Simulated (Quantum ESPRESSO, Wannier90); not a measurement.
Tight-binding from DFT: Sn (diamond)

```xyz
2
Lattice="0.0000 3.2850 3.2850 3.2850 0.0000 3.2850 3.2850 3.2850 0.0000" Properties=species:S:1:pos:R:3 pbc="T T T"
Sn     3.2850     3.2850     3.2850
Sn    -1.6425    -1.6425    -1.6425
```

Cell from Materials Project (mp-117), symmetrised, no further relaxation. COD (Crystallography Open Database) has the formula in 5 space groups, this one among them (matched by group alone). Method: PBEsol plane waves in Quantum ESPRESSO 7.5 (PseudoDojo norm-conserving files, 58 Ry, no spin polarisation, no spin-orbit coupling), Bloch states on a 8×8×8 mesh through Γ, Wannier90 4.0.1. Density: 12×12×12 mesh, cold smearing 0.01 Ry. Spin-orbit coupling is left out although heavy elements are present.

The plane-wave run has 25 bands and 28 electrons a cell. On the energy scale of pw.x, whose zero is arbitrary, the Fermi level lies at 7.44 eV.

Isolated groups of bands, relative to the Fermi level (bands from 11 on overlap up to the last one computed):

| bands | from (eV) | to (eV) | filling | weight on atomic waves |
|---|---|---|---|---|
| 1–10 | -21.65 | -21.15 | filled | Sn 4d 100 % |

Input w.win, without the blocks of cell, atoms and k-points (512 lines):

```
num_bands = 15
num_wann = 8
exclude_bands = 1-10
num_iter = 800
conv_tol = 1.0e-7
conv_window = 4
dis_num_iter = 1000
dis_conv_tol = 1.0e-7
dis_froz_max = 8.94
dis_win_max = 13.92
write_hr = true
write_u_matrices = true
begin projections
Sn: s;p
end projections
mp_grid = 8 8 8
```

wannier90.x stops with:
```
dis_windows: Energy window contains fewer states than number of target WFs
```
At some k-point the outer window holds fewer bands than num_wann, so no subspace of that size can be extracted. Mended as below, all else unchanged, the run goes through (Ω_I = 15.5 Å²) and follows the plane-wave bands to 5.5 meV rms (states up to 1.0 eV relative to the Fermi level).
Remove the line dis_win_max = 13.92.
